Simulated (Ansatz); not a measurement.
Input, command and steps of an Ansatz relaxation.

```yaml
crystal:
  lattice:
    - [-1.8240693489, 1.8240693489, 6.1203286383]
    - [1.8240693489, -1.8240693489, 6.1203286383]
    - [1.8240693489, 1.8240693489, -6.1203286383]
  atoms:
    - { symbol: Tl, position: [0.0, 0.0, 0.0] }
    - { symbol: Ni, position: [0.75, 0.25, 0.5] }
    - { symbol: Ni, position: [0.25, 0.75, 0.5] }
    - { symbol: S, position: [0.3484946602, 0.3484946602, 0.0] }
    - { symbol: S, position: [0.6515053398, 0.6515053398, 0.0] }
basis:
  ecutwfc: 420
kpoints:
  mp_grid: { grid: [14, 14, 14] }
hamiltonian:
  xc: pbesol
scf:
  occupations: { method: gaussian, width: 0.1 }
output:
  forces: true
  stress: true
  eigenvalues: true
relax:
  adjacent_minimum: "off"
  f_tol: 0.01
  max_steps: 30
  cell: { stress_tol: 0.1, fix: [volume] }
```

```bash
ansatz run input.yaml --threads 2 --pin off --max-ram 5120MiB --backend cpu --events-out ev --progress --plain --runs-dir out
```

Method: DFT PBEsol, scalar-relativistic, plane waves, PAW in Ansatz 0.2.0.

The volume is held at 0.94 times that of the relaxed cell.

Of 4 frames 3 are shown, positions in Å and forces in eV/Å; the SCF threshold varies from step to step. Steps run on the plane waves of an earlier cell, with a Pulay correction in the pressure. The basis is chosen afresh for the last frame, the zero of the energies, and at times for earlier ones too; energy and pressure can step there, also at an unchanged geometry. Where two frames share a geometry here, they differ by under 2 meV/atom and 0.3 GPa.

```xyz
5
Lattice="-1.8241 1.8241 6.1203 1.8241 -1.8241 6.1203 1.8241 1.8241 -6.1203" Properties=species:S:1:pos:R:3:forces:R:3 pbc="T T T" step=1 free_energy_over_end_meV_per_atom=2.32 pressure_GPa=5.53
Tl    0.0000    0.0000    0.0000    0.0000    0.0000    0.0000
Ni    0.0000    1.8241    3.0602    0.0000    0.0000    0.0000
Ni    1.8241    0.0000    3.0602    0.0000    0.0000    0.0000
S     0.0000    0.0000    4.2658    0.0000    0.0000    0.3772
S     0.0000    0.0000    7.9749    0.0000    0.0000   -0.3772
5
Lattice="-1.8274 1.8274 6.0978 1.8274 -1.8274 6.0978 1.8274 1.8274 -6.0978" Properties=species:S:1:pos:R:3:forces:R:3 pbc="T T T" step=2 free_energy_over_end_meV_per_atom=0.58 pressure_GPa=4.80
Tl    0.0000    0.0000    0.0000    0.0000    0.0000    0.0000
Ni    0.0000    1.8274    3.0489    0.0000    0.0000    0.0000
Ni    1.8274    0.0000    3.0489    0.0000    0.0000    0.0000
S     0.0000    0.0000    4.2643    0.0000    0.0000    0.1857
S     0.0000    0.0000    7.9314    0.0000    0.0000   -0.1857
5
Lattice="-1.8308 1.8308 6.0754 1.8308 -1.8308 6.0754 1.8308 1.8308 -6.0754" Properties=species:S:1:pos:R:3:forces:R:3 pbc="T T T" step=4 free_energy_over_end_meV_per_atom=0.00 pressure_GPa=4.13
Tl    0.0000    0.0000    0.0000    0.0000    0.0000    0.0000
Ni    0.0000    1.8308    3.0377    0.0000    0.0000    0.0000
Ni    1.8308    0.0000    3.0377    0.0000    0.0000    0.0000
S     0.0000    0.0000    4.2623    0.0000    0.0000    0.0090
S     0.0000    0.0000    7.8886    0.0000    0.0000   -0.0090
```

Time: 37 s on 2 threads of Intel(R) Xeon(R) 6975P-C (Granite Rapids) (shared host), peak memory 0.83 GiB.

Spin–orbit coupling is left out, which can shift energies with elements as heavy as these. Spin polarisation was left out, and a magnetic state may lie lower.